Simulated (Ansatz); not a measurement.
# Computed properties of C

C:
```cif
data_C32
_chemical_formula_sum 'C32'
_space_group_name_H-M_alt 'Fd-3m :1'
_space_group_IT_number 227
_space_group_name_Hall 'F 4d 2 3 -1d'
_cell_length_a 7.48958
_cell_length_b 7.48958
_cell_length_c 7.48958
_cell_angle_alpha 90.000
_cell_angle_beta 90.000
_cell_angle_gamma 90.000
loop_
_atom_site_label
_atom_site_type_symbol
_atom_site_symmetry_multiplicity
_atom_site_Wyckoff_symbol
_atom_site_fract_x
_atom_site_fract_y
_atom_site_fract_z
_atom_site_occupancy
C1 C 32 e 0.07055 0.07055 0.07055 1
```
(The calculation used a cell of 8 atoms; values per cell refer to that cell.)

Space group Fd-3m (No. 227); conventional cell a = b = c = 7.490 Å, α = β = γ = 90.00°.

Method: DFT-PBEsol in the program Ansatz with PAW potentials. Geometry: relaxed at this level of theory. Other levels are named where they apply.

### Cell and energy

```yaml
volume_per_atom: 13.13 Å³
density: 1.52 g/cm³
```

### Electronic structure

```yaml
band_gap: 2.25 eV (direct)
valence_band_maximum: at Γ
conduction_band_minimum: at Γ
Electron effective mass, band 1 of 3 at the edge: 0.98 along [100], 0.98 along [110], 27 along [111] (mₑ)
Electron effective mass, band 2 of 3 at the edge: 0.98 along [100], 0.59 along [110], 0.23 along [111] (mₑ)
Electron effective mass, band 3 of 3 at the edge: 0.15 along [100], 0.17 along [110], 0.23 along [111] (mₑ)
Hole effective mass, band 1 of 2 at the edge: 0.50 along [100], 0.33 along [110], 0.25 along [111] (mₑ)
Hole effective mass, band 2 of 2 at the edge: 0.17 along [100], 0.20 along [110], 0.25 along [111] (mₑ)
HSE06 gap on the PBEsol cell: 3.20 eV
```

### Mechanics

```yaml
Bulk modulus (Birch–Murnaghan fit): 163 GPa
Pressure derivative B′: 3.8
Elastic constants (relaxed ions, GPa): C11 = 198, C12 = 146, C44 = 69.5
mechanical_stability: stable (all eigenvalues of C positive)
hill_bulk_and_shear_moduli: 164 and 46.9 GPa
Young's modulus: 128 GPa
Poisson's ratio: 0.37
debye_temperature_from_the_elastic_constants: 790 K
```

### Dielectric response

```yaml
Electronic dielectric constant ε∞ (DFPT): 4.34
```

The start of the workflow was typed in or built on a structure type. Its sites differ from those of the usual phase in this space group: another stacking or structure type. Symmetry was held in the PBEsol relaxation; whether a distortion lowers the energy is not shown.

Potentials: the earlier of the program's two PAW sets. The files were generated under PBE; for other functionals the program regenerates the frozen cores, and for LDA and PBEsol the local potential too.
